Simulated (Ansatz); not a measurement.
An Ansatz input:

```yaml
crystal:
  lattice:
    - [6.0115092506, 0.0, 0.0]
    - [-3.0057546253, 5.2061197261, 0.0]
    - [0.0, 0.0, 9.2391071294]
  atoms:
    - { symbol: Hg, position: [0.3333333333, 0.6666666667, 0.25] }
    - { symbol: Hg, position: [0.6666666667, 0.3333333333, 0.75] }
hamiltonian:
  xc: blyp
  pseudopotentials:
    kind: paw
    azcp:
      Hg: "pseudopotentials/Hg.paw.azcp"
basis:
  ecutwfc: 420
  fft_grid_basis: typed
kpoints:
  mp_grid: { grid: [7, 7, 4], shift: [0, 0, 0] }
magnetization:
  spin_polarized: false
scf:
  occupations: { method: fermi_dirac, width: 0.1 }
  lower_state_search: "off"
output:
  stress: true
```

Output

```
Engine: ansatz 0.2.0, aarch64-unknown-linux-gnu
Pseudopotentials: kind: paw
Pseudopotential: Hg, paw, valence charge 20, recommended cutoff 420 eV (normal) 
Functional definition: BLYP
  parameter beta = 0.0042
  parameter a = 0.04918
  parameter b = 0.132
  parameter c = 0.2533
  parameter d = 0.349
  exchange = b88_x(beta = beta)
  correlation = lyp_c(a = a, b = b, c = c, d = d)
Crystal: 2 atoms, lattice volume = 289.153 Å³
Basis set: ecut = 420 eV, 5677 PW (Γ), exchange–correlation on 90×90×128 points (8 copies of the dense FFT grid, shifted against one another)
Bands: 24, of which v1, the nominal top of the filled ones, is band 20 counted from 1 (19 counted from 0)
Symmetry: 24 space group operations
Space group: P63/mmc (ITA 194), of the structure as read, at distance tolerance 6.6e-5 Å
k-points: 24 of 196
Non-local potential: Hg, projectors of the file, l = 0: 3, l = 1: 2, l = 2: 2, l = 3: 1
PAW form: soft (Blöchl's): semilocal exchange-correlation on the pseudo side does not see the compensation charge
PAW frozen core: Hg, regenerated for the run's functional, and the local potential with it (the file was generated under x = pbe(κ = 0.804, μ = 0.2195149727645171), c = pbe(β = 0.06672455060314922))
PAW one-centre angular grid: Hg, 590 points (default); XC on 64 Gauss nodes
Initial density: superposition of atomic densities (neutral atoms: chi_scale 0, normalization atom), corrected by the library's trained network
Initial wavefunctions: pseudopotential atomic-orbital guess
Functional: x = b88, c = lyp
SCF iter   1: F=—  HF=-27682.350386 eV  |F-HF|=—  |Δ(HF+E_count)|=         —  Δρ=2.26e-3  dr2=2.09e-2  ethr=1.77e-3  ⟨swp⟩=5.0  Hψ=2408  notcnv=0
SCF iter   2: F=—  HF=-27682.343558 eV  |F-HF|=—  |Δ(HF+E_count)|=   6.83e-3  Δρ=5.13e-4  dr2=8.43e-4  ethr=5.22e-5  ⟨swp⟩=2.0  Hψ=1058  notcnv=0
SCF iter   3: F=—  HF=-27682.343174 eV  |F-HF|=—  |Δ(HF+E_count)|=   3.84e-4  Δρ=2.22e-4  dr2=1.39e-4  ethr=2.11e-6  ⟨swp⟩=3.0  Hψ=1008  notcnv=0
SCF iter   4: F=—  HF=-27682.343113 eV  |F-HF|=—  |Δ(HF+E_count)|=   6.08e-5  Δρ=3.97e-5  dr2=3.68e-6  ethr=3.48e-7  ⟨swp⟩=2.0  Hψ=864  notcnv=0
SCF iter   5: F=—  HF=-27682.343219 eV  |F-HF|=—  |Δ(HF+E_count)|=   1.06e-4  Δρ=7.37e-6  dr2=1.30e-7  ethr=9.19e-9  ⟨swp⟩=2.1  Hψ=863  notcnv=0
SCF iter   6: F=-27682.343219 eV  HF=-27682.343219 eV  |F-HF|=1.57e-9  |Δ(HF+E_count)|=   2.15e-8  Δρ=5.18e-7  dr2=7.18e-10  ethr=2.50e-10  ⟨swp⟩=4.0  Hψ=1907  notcnv=0
SCF 1 converged in 6 iterations: F = -27682.343219 eV  dr2 = 7.18e-10
SCF converged after 6 iterations
Free energy (F): -27682.343219 eV
Harris-Foulkes:  -27682.343219 eV  (|F-HF|=1.57e-9)
Internal energy: -27682.343219 eV  (E = F + TS)
E sigma→0 (E₀):  -27682.343219 eV
Fermi energy:    -1.101265 eV
--- Per-component energies (eV) ---
  E_band       = -1364.615146
  E_kinetic    = 1210.050810
  E_local      = -9639.368227  (includes V_loc(G=0)·N_el)
  E_nonlocal   = 139.680055
  E_hartree    = 4162.492039
  E_xc         = -434.385001
  E_vxc        = -514.263527  (∫ρ·V_xc dr)
  E_paw        = -19953.142141  (= ΣΔE_a)
  E_vpaw       = -885.698504  (= ΣTr[D̂ρ^β])
  E_aug_tail   = 0.001783  (compensation charges beyond the density's cutoff)
  E_ewald      = -3167.972956
  E_core_change = 0.300419  (= ΣΔE_core)
  E_smearing   = -0.000000  (= −TS)
  E_closure    = 0.000000  (closes the sum)
  Σ components = -27682.343219   (vs F -27682.343219, Δ=0.00e0)
--- Stress (GPa, compression-positive) ---
        0.042518      -0.000000       0.000000
       -0.000000       0.042518       0.000000
        0.000000       0.000000       0.044124
  P = ⅓ Tr σ = 0.0431 GPa (0.431 kbar)
```
